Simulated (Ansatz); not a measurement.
## Elastic constants of Pt3Pb at 10 GPa (stress–strain coefficients): input and output

Method: DFT LDA, scalar-relativistic, plane waves, PAW (Ansatz 0.2.0).

Launched with:
```bash
ansatz run input.yaml --threads 1 --pin off --max-ram 3072MiB --backend cpu --events-out ev --progress --plain --runs-dir out
```

Input (bare energies are in eV):
```yaml
crystal:
  lattice:
    - [3.9858801096, 0.0, 0.0]
    - [0.0, 3.9858801096, 0.0]
    - [0.0, 0.0, 3.9858801096]
  atoms:
    - { symbol: Pt, position: [0.0, 0.5, 0.5] }
    - { symbol: Pt, position: [0.5, 0.0, 0.5] }
    - { symbol: Pt, position: [0.5, 0.5, 0.0] }
    - { symbol: Pb, position: [0.0, 0.0, 0.0] }
basis:
  ecutwfc: 420
kpoints:
  mp_grid: { grid: [10, 10, 10] }
hamiltonian:
  xc: lda
scf:
  occupations: { method: fermi_dirac, width: 0.15 }
output:
  forces: true
  stress: true
  eigenvalues: true
elastic:
  mode: relaxed_ion
  amplitude: 0.005
  stencil: two_point
```

From the output:
```
--- Elastic constants: 2 strain directions × 2 members + reference (group order 48) ---
  dense FFT box of the reference and of every strained cell: 27×27×27
  strains applied: 11, 23; error gains: componentwise 1.00 (the most a stress slope's error grows in a printed constant), spectral 1.73 (1 for all six strains in a standard setting)
  C = ∂σ_k/∂η_j (tension-positive GPa; Voigt order 11 22 33 23 13 12):
       340.698    238.010    238.010     -0.000     -0.000     -0.000
       238.010    340.698    238.010     -0.000     -0.000     -0.000
       238.010    238.010    340.698     -0.000     -0.000     -0.000
        -0.000     -0.000     -0.000     82.375      0.000      0.000
         0.000      0.000     -0.000     -0.000     82.375     -0.000
         0.000     -0.000      0.000      0.000      0.000     82.375
  reference stress σ⁰ (GPa):     -9.985     -9.985     -9.985     -0.000      0.000      0.000
  C* (energy form; C + prestress term) asymmetry max|C*_kj − C*_jk| = 8.527e-14 GPa — a small one proves nothing (zero by symmetry where the batch's group is 432, −43m or m−3m); a large one is finite-difference/SCF noise where every solve ...
  moduli (Voigt/Reuss/Hill, GPa): K = 272.24/272.24/272.24   G = 69.96/66.34/68.15   E = 188.70   ν = 0.384
  mechanically stable: yes (min eigenvalue of sym C = 82.37 GPa)
  strain η (Voigt 11):  stress-route row diagonal C_11 = 340.70 GPa, energy-path curvature d²(F+E_count+ΔE)/dδ²/Ω₀ = 340.66 GPa
         δ    σ_11 (GPa) F (eV) n_scf n_hpsi n_pw
    -5.000e-3     -11.7139      -48337.5808848       9   94739   1261   relax 0 steps, max|allowed force component| 3.79e-29 eV/Å
     5.000e-3      -8.3070      -48337.6203894       7   75652   1263   relax 0 steps, max|allowed force component| 1.50e-29 eV/Å
  strain η (Voigt 23):  stress-route row diagonal C_44 = 82.37 GPa, energy-path curvature d²(F+E_count+ΔE)/dδ²/Ω₀ = 87.36 GPa
         δ    σ_23 (GPa) F (eV) n_scf n_hpsi n_pw
    -5.000e-3      -0.4119      -48337.6018880       8  128524   1259   relax 0 steps, max|allowed force component| 7.98e-28 eV/Å
     5.000e-3       0.4119      -48337.6018880       7  108524   1259   relax 0 steps, max|allowed force component| 1.12e-28 eV/Å
```

The run took 110 s on 1 thread of Arm Neoverse V1, on a shared host, peak memory 0.64 GiB.

In a metal, frequencies and elastic constants depend on the k mesh and the smearing, soft modes and shear constants most. Spin–orbit coupling is left out, which can shift energies with elements as heavy as these. Other phases may be more stable at this pressure.